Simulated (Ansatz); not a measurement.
One starting cell of Be (a randomly generated symmetric cell of Be (space group No. 164)) was relaxed twice with Ansatz (plane waves, PAW, scalar-relativistic): with r2SCAN at 500 eV and with PBE at 420 eV. The r2SCAN result:

Be is modelled in the hexagonal space group P6₃/mmc (No. 194), Pearson symbol hP2. Lattice parameters: a = b = 3.123 Å, c = 2.336 Å, α = β = 90.00°, γ = 120.00°. Be on 2d has 6 Be at 2.148 Å and 2 Be at 2.336 Å. (Neighbours: up to the widest gap in distance over summed covalent radii, below 1.35, at either atom.)

```csv
quantity,r2SCAN,PBE
space group,P6₃/mmc,P6₃/mmc
volume (Å³/atom),9.87,[?]
a (Å),3.123,[?]
c (Å),2.336,[?]
"gap (eV, no spin-orbit coupling)",0.00,[?]
```

Problem. What does PBE give for the same quantities?

Solution. 
- volume (Å³/atom), PBE: 9.76
- a (Å), PBE: 3.104
- c (Å), PBE: 2.340
- gap (eV, no spin-orbit coupling), PBE: 0.00

Both levels end in the same structure; PBE's volume is 1.1 % smaller. Neither column is exact.

No spin polarisation in the result.

The run could not lose the symmetry of its start.

Ansatz is a program for electronic structure.
